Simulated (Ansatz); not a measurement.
The start is a generated trial cell of Cu in the dhcp structure type. Cell shape, volume and atoms are optimised at zero target pressure with r2SCAN (plane waves to 500 eV, PAW, scalar-relativistic; Ansatz, a program for electronic structure). The first steps use a coarse 14×14×4 k-mesh.

Starting cell:
```yaml
crystal:
  lattice:
    - [2.56541, 0.00000, 0.00000]
    - [-1.28271, 2.22171, 0.00000]
    - [0.00000, 0.00000, 8.25423]
  atoms:
    - { symbol: Cu, position: [0.00000, 0.00000, 0.00000] }
    - { symbol: Cu, position: [0.00000, 0.00000, 0.50000] }
    - { symbol: Cu, position: [0.33333, 0.66667, 0.25000] }
    - { symbol: Cu, position: [0.66667, 0.33333, 0.75000] }
```

Problem. How large is the pressure on the unrelaxed cell, and of which sign?

Solution. -4.0 GPa (negative: the cell is under tension).

Problem. What band gap does the relaxed structure have at this level?

Solution. No gap (metallic).

The space group stays P6₃/mmc (No. 194) (the run could not lower it); the end is AFLOW prototype A_hP4_194_ac (A3', as in La), with 4 atoms in the primitive cell. Final values are on a 21×21×6 k-mesh of the relaxed cell. No spin polarisation in the result.

The run could not lose the symmetry of its start; a randomly shaken copy of 8 atoms returns to this structure.

All atoms sit on sites fixed by symmetry, so only the cell could relax.

The relaxed structure here is a generated cell of Cu: the first start was made by placing the elements on the sites of a structure type, and the end was not matched to a known phase here, so it may be hypothetical. Known forms of Cu include space group No. 225.
